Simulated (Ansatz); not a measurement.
B6As:
```
B6As
1.0
    3.06606     1.77019     3.96559
   -3.06606     1.77019     3.96559
    0.00000    -3.54038     3.96559
B As
12 2
Direct
  0.01508   0.01508   0.32495
  0.98492   0.98492   0.67505
  0.32495   0.01508   0.01508
  0.67505   0.98492   0.98492
  0.01508   0.32495   0.01508
  0.98492   0.67505   0.98492
  0.82174   0.27274   0.82174
  0.17826   0.72726   0.17826
  0.82174   0.82174   0.27274
  0.17826   0.17826   0.72726
  0.27274   0.82174   0.82174
  0.72726   0.17826   0.17826
  0.60036   0.60036   0.60036
  0.39964   0.39964   0.39964
```

r²SCAN (plane waves, PAW; program Ansatz) gives a gap of 2.88 eV without spin–orbit coupling, maximum at T, minimum at L.

What happens when spin–orbit coupling is switched on?

The gap stays essentially unchanged, to 2.88 eV; maximum at T, minimum at L.

Give the electron effective mass with spin–orbit coupling.

0.16, 0.55, 0.91 mₑ (principal values).

Give the hole effective mass with spin–orbit coupling.

0.42, 0.75, 0.75 mₑ (principal values).

Space group R-3m. The first step of the workflow began from a Materials Project structure, measured or hypothetical; the Crystallography Open Database copy checked does not list it. Its standing as an ambient phase is unchecked. Symmetry was held in the r²SCAN relaxation; of distortions, only those at the zone centre were tested.

Potentials: the later of the program's two PAW sets.
